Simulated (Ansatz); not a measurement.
MoS2:
```cif
data_MoS2
_chemical_formula_sum 'Mo1 S2'
_space_group_name_H-M_alt 'P 1'
_space_group_IT_number 1
_cell_length_a 6.26831
_cell_length_b 6.26831
_cell_length_c 6.26831
_cell_angle_alpha 29.134
_cell_angle_beta 29.134
_cell_angle_gamma 29.134
loop_
_space_group_symop_operation_xyz
  'x, y, z'
loop_
_atom_site_label
_atom_site_type_symbol
_atom_site_fract_x
_atom_site_fract_y
_atom_site_fract_z
_atom_site_occupancy
Mo1 Mo 0.99976 0.99976 0.99976 1
S1 S 0.42002 0.42002 0.42002 1
S2 S 0.24624 0.24624 0.24624 1
```

Relaxed with PBE+D3(BJ).

Problem. Decompose the optical modes at the zone centre into irreducible representations, and say which are infrared and Raman allowed.

Solution. Point group 3m: Γ_opt = 2A1 + 2E. Infrared: A1, E. Raman: A1, E.

Problem. Assign frequencies (DFPT, DFT-PBE+D3(BJ) in the program Ansatz with PAW potentials; without the LO–TO term).

Solution. E 286, E 380, A1 411, A1 463 cm⁻¹.

Space group R3m. Symmetry was held in the PBE+D3(BJ) relaxation; of distortions, only those at the zone centre were tested. The run is not spin-polarised.

Potentials: the later of the program's two PAW sets.
